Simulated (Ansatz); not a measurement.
Input:

LaC:
```yaml
crystal:
  lattice:
    - [0.00000, 2.71972, 2.71972]
    - [2.71972, 0.00000, 2.71972]
    - [2.71972, 2.71972, 0.00000]
  atoms:
    - { symbol: La, position: [0.00000, 0.00000, 0.00000] }
    - { symbol: C, position: [0.50000, 0.50000, 0.50000] }
```

This is the r²SCAN-relaxed structure.

**Question.** All from r²SCAN (plane waves, PAW; program Ansatz), unless another level is named. Predict the bulk modulus (Birch–Murnaghan fit).

**Answer.** 855 kbar.

**Question.** And the elastic constants (relaxed ions, GPa)?

**Answer.** C11 = 17.3, C12 = 121, C44 = 46.4.

Space group Fm-3m (rock salt). The start of the workflow was typed in or built on a structure type; neither database checked (COD, Materials Project) lists it. Its standing as an ambient phase is unchecked. Symmetry was held in the r²SCAN relaxation. At this level the phase is mechanically unstable. Its formation energy is positive at this level, so the cell may be metastable or incomplete. As this level gives no gap, shear constants depend on the k-mesh and smearing (Fermi–Dirac, 0.1 eV here). Scalar-relativistic: spin–orbit coupling is off unless named, which matters more the heavier the elements.

Potentials: the earlier of the program's two PAW sets.
